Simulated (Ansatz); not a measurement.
The relaxed structure here is a generated cell of TiAl3: the first start was made by a random draw of sites in a space group, and the end was not matched to a known phase here, so it may be hypothetical. Known forms of TiAl3 include space group No. 139.

One stationary structure of TiAl3. All values below come from PBEsol (plane waves to 420 eV, PAW, scalar-relativistic; Ansatz, a first-principles code).

```cif
data_Al3Ti
_chemical_formula_sum 'Al3 Ti1'
_space_group_name_H-M_alt 'P 1'
_space_group_IT_number 1
_cell_length_a 4.65614
_cell_length_b 4.65614
_cell_length_c 4.65614
_cell_angle_alpha 109.471
_cell_angle_beta 109.471
_cell_angle_gamma 109.471
loop_
_space_group_symop_operation_xyz
  'x, y, z'
loop_
_atom_site_label
_atom_site_type_symbol
_atom_site_fract_x
_atom_site_fract_y
_atom_site_fract_z
_atom_site_occupancy
Al1 Al 0.00000 0.50000 0.50000 1
Al2 Al 0.50000 0.00000 0.50000 1
Al3 Al 0.50000 0.50000 0.00000 1
Ti1 Ti 0.00000 0.00000 0.00000 1
```

Task: Find the space group and the Wyckoff positions (tolerance 0.01 Å).

Result: Space group Im-3m (No. 229); a = b = c = 5.3765 Å, α = β = γ = 90.00°

```
atom  site  symmetry       x       y       z
----  ----  --------  ------  ------  ------
Al      6b    4/mm.m  0.0000  0.0000  0.5000
Ti      2a      m-3m  0.0000  0.0000  0.0000
```

This is the AFLOW prototype A3B_cI8_229_b_a (as in H3S).

Task: Give the shortest distances between elements (the closest pairs, up to four, under 3.6 Å).

Result: Al–Al 2.69 Å; Al–Ti 2.69 Å.

The volume per atom is 19.43 Å³ and the band gap is no gap (metallic).

No spin polarisation in the result.

The run could not lose the symmetry of its start: the end is stationary, and may be a saddle point rather than a minimum.

All atoms sit on sites fixed by symmetry, so only the cell could relax.
